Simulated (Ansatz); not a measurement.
ScF3: stiffness from a series of strains

```
CELL_PARAMETERS angstrom
4.01245 0.00000 0.00000
0.00000 4.01245 0.00000
0.00000 0.00000 4.01245
ATOMIC_POSITIONS crystal
Sc 0.00000 0.00000 0.00000
F 0.50000 0.00000 0.00000
F 0.00000 0.50000 0.00000
F 0.00000 0.00000 0.50000
```

Atom numbers follow the list: Sc1, F2, F3, F4.

The geometry is COD entry 4127282, unchecked; take it as a test cell.

Computed with DFT, LDA, all-electron LAPW, scalar-relativistic in Ansatz 0.2.0.

Sampling and basis: a Γ-centred 6×6×6 k mesh, Fermi–Dirac smearing of 0.02 eV, basis error target 1 meV/atom, no spin polarisation.

The strain is applied along the Cartesian axes of the cell as listed (the other components stay zero). Fractional coordinates are held (clamped ions).

σ is the change of stress from the unstrained cell, which is at -2.92 GPa; tension is positive, so slopes are stress–strain coefficients at that pressure.

Only quantities that a quadratic follows smoothly over the whole series are listed; rougher ones are left out.

| εxx = εyy | σzz (GPa) | σxx (GPa) |
| --- | --- | --- |
| -0.0200 | -0.66 | -6.03 |
| -0.0100 | -0.32 | -2.83 |
| 0.0000 | 0.00 | 0.00 |
| 0.0200 | 0.56 | 4.67 |

Fit the series and read off the stiffness at zero strain.

Least-squares fits y = p0 + p1 x + p2 x² to the rows give σzz (GPa): p1 = 30.5, p2 = -120; σxx (GPa): p1 = 267, p2 = -1700. So 2 C12 = 31 GPa and C11 + C12 = 267 GPa.

One run, at εxx = εyy = 0.0100, is withheld. Predict its row.

The fits give 0.29, 2.51; the run gave 0.29, 2.49.
